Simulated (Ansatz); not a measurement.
**Relaxing a structure of Rh**

The start is a randomly generated symmetric cell of Rh (space group No. 221). The structure is fully relaxed (lattice and positions, P = 0) with r2SCAN (plane waves to 500 eV, PAW, scalar-relativistic; Ansatz, a quantum-chemistry and plane-wave program). First-step values are on the input's coarse k-mesh.

Ansatz input (later rounds restart from its end on a renewed k-mesh):
Ansatz 0.2 input:
```yaml
crystal:
  lattice:
    - [3.6553387, 0, 0]
    - [0, 3.6553387, 0]
    - [0, 0, 3.6553387]
  atoms:
    - { symbol: Rh, position: [0, 0.5, 0.5] }
    - { symbol: Rh, position: [0.5, 0, 0.5] }
    - { symbol: Rh, position: [0.5, 0.5, 0] }
basis: { ecutwfc: 500, ecutrho_ratio: 4, xc_grid: 4, fft_grid_basis: typed }
kpoints: { mp_grid: { grid: [9, 9, 9] } }
hamiltonian:
  xc: r2scan
  dispersion: none
  pseudopotentials: { azcp: { folder: ./paw }, kind: paw }
scf: { occupations: { method: fermi_dirac, width: 0.05 } }
relax: { f_tol: 0.01, max_steps: 100, cell: { stress_tol: 0.02 } }
output: { forces: true, stress: true }
```

By how much does the energy per atom fall from start to end?

Under 0.01 eV/atom.

How do the shortest distances between atoms change?

The closest pairs of elements (up to four, under 3.6 Å), start → end: Rh–Rh 2.58 → 2.58 Å.

Is the relaxed structure metallic? Give its gap.

Zero (metallic).

What does it relax into? Give the structure.


```cif
data_Rh3
_chemical_formula_sum 'Rh3'
_space_group_name_H-M_alt 'Pm-3m'
_space_group_IT_number 221
_space_group_name_Hall '-P 4 2 3'
_cell_length_a 3.65455
_cell_length_b 3.65455
_cell_length_c 3.65455
_cell_angle_alpha 90.000
_cell_angle_beta 90.000
_cell_angle_gamma 90.000
loop_
_atom_site_label
_atom_site_type_symbol
_atom_site_symmetry_multiplicity
_atom_site_Wyckoff_symbol
_atom_site_fract_x
_atom_site_fract_y
_atom_site_fract_z
_atom_site_occupancy
Rh1 Rh 3 c 0.00000 0.50000 0.50000 1
```

The space group stays Pm-3m (No. 221) (the run could not lower it), with 3 atoms in the primitive cell. Final values are on a 13×13×13 k-mesh of the relaxed cell. No spin polarisation in the result.

The run could not lose the symmetry of its start: the end is stationary, and may be a saddle point rather than a minimum.

All atoms sit on sites fixed by symmetry, so only the cell could relax.

The relaxed structure here is a generated cell of Rh: the first start was made by a random draw of sites in a space group, and the end was not matched to a known phase here, so it may be hypothetical. Known forms of Rh include space group No. 225.
